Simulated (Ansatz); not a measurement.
# LiF (rock salt), generalised stacking-fault energy along a line

LiF (rock salt) is sheared across one {100} plane: the third cell vector gains the shift, so faults repeat every 6.0 Å. The cut lies between planes 2.00 Å apart; the cell height is held.

```
LiF
1.0
    2.82150     0.00000     0.00000
    0.00000     2.82150     0.00000
    1.41075     1.41075     5.98530
F Li
3 3
Direct
  0.00000   0.00000   0.83333
  0.33333   0.33333   0.16667
  0.66667   0.66667   0.50000
  0.50000   0.50000   0.83333
  0.83333   0.83333   0.16667
  0.16667   0.16667   0.50000
```

In-plane vectors a = (2.821, 0.000) Å, b = (0.000, 2.821) Å, area 7.96 Å². The shift is s times the vector a + b (length 3.990 Å), so s = 1 restores the start. The shift is rigid: no atom relaxes. γ = [E(shift) − E(0)] / area.

Computed with r2SCAN (plane waves to 500 eV, PAW, scalar-relativistic; Ansatz, a first-principles code). k mesh 10×10×10 (Γ-centred), Fermi-Dirac smearing 0.05 eV. Energies are extrapolated to zero smearing. Stress and pressure are positive under compression. Faults lie only 6.0 Å apart, and holding the cell height and the atoms raises γ above its relaxed value. LiF was relaxed with its symmetry unable to fall. γ is measured from zero shift.

```csv
shift (Å),γ (meV/Å²),σ normal to the fault (GPa)
0.000,0,0.0
0.333,11,0.9
0.665,46,4.1
0.998,103,10.9
1.330,171,20.6
1.663,231,30.1
1.995,255,34.2
2.328,231,30.1
2.660,171,20.6
2.993,103,10.9
3.325,46,4.1
3.658,11,0.9
```

Read from the data:

The highest computed γ on the line is 4.09 J/m². The steepest slope dγ/d(shift) before the first maximum (spline) is 34 GPa. Position of the highest point: s = 0.500. Local minima between the ends: no computed point is one.

(The slope of γ gives the shear force per area between the displaced halves; near zero shift its curvature is an elastic stiffness.)
